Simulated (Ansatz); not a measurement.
Relaxed CdS (zinc blende):

```xyz
2
Lattice="0.0000 2.9389 2.9389 2.9389 0.0000 2.9389 2.9389 2.9389 0.0000" Properties=species:S:1:pos:R:3 pbc="T T T"
S      4.4084     4.4084     4.4084
Cd     0.0000     0.0000     0.0000
```

In this cell atom 1 (S, nearest neighbour Cd at 2.545 Å; its periodic images, 4.2 Å or more away, move with it) is moved by s along Cartesian x, unit vector (1.000, 0.000, 0.000); all other atoms and the cell stay fixed.

Method: r2SCAN (plane waves to 500 eV, PAW, scalar-relativistic; Ansatz, an electronic-structure program). k mesh 8×8×8 (Γ-centred), Fermi-Dirac smearing 0.05 eV. The energy includes the smearing's −TS. CdS was relaxed with its symmetry unable to fall. ΔE is measured from the undisplaced structure.

```csv
s (Å),ΔE (meV/cell)
-0.250,145.8
-0.200,94.1
-0.150,53.3
-0.100,23.8
-0.050,6.0
0.000,0.0
0.050,6.0
0.100,23.8
0.150,53.3
0.200,94.1
0.250,145.8
```

### Question
What force constant k = d²E/ds² at s = 0 does the table give?

### Answer
4.8 eV/Å². It is the second difference of the nearest points, corrected with the next pair.

### Question
With k = 4.77 eV/Å² from the forces, is the well harmonic out to s = 0.250 Å?

### Answer
½ks² = 149.1 meV/cell against the computed 145.8 meV/cell, so the well is close to harmonic there.

(For displaced atoms, the force is minus the slope of the energy, and its curvature is a force constant, which sets phonon frequencies.)
